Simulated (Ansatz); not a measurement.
**Electric field gradients in CdPd**

Level of theory: Ansatz, DFT LDA, scalar-relativistic, plane waves, PAW. Settings: 420 eV plane-wave cutoff, Γ-centred 14×14×12 mesh, Fermi-Dirac smearing of 0.15 eV. No spin polarisation.

Equilibrium structure at this level:
```yaml
crystal:
  lattice:
    - [2.96888, 0.00000, 0.00000]
    - [0.00000, 2.96888, 0.00000]
    - [0.00000, 0.00000, 3.61364]
  atoms:
    - { symbol: Cd, position: [0.00000, 0.00000, 0.00000] }
    - { symbol: Pd, position: [0.50000, 0.50000, 0.50000] }
```

In a metal these results depend on the k mesh and the smearing. Spin–orbit coupling is left out, which matters for gradients at heavy nuclei.

Give V_zz (10²¹ V/m²) and the asymmetry η at each distinct site.

Results:

| atom | V_zz | η |
| --- | --- | --- |
| Cd (atom 1) | -3.86 | 0.00 |
| Pd (atom 2) | 4.08 | 0.00 |

Cost: 1 run of about 0.11 core-minutes, on Arm Neoverse V1 (shared hosts).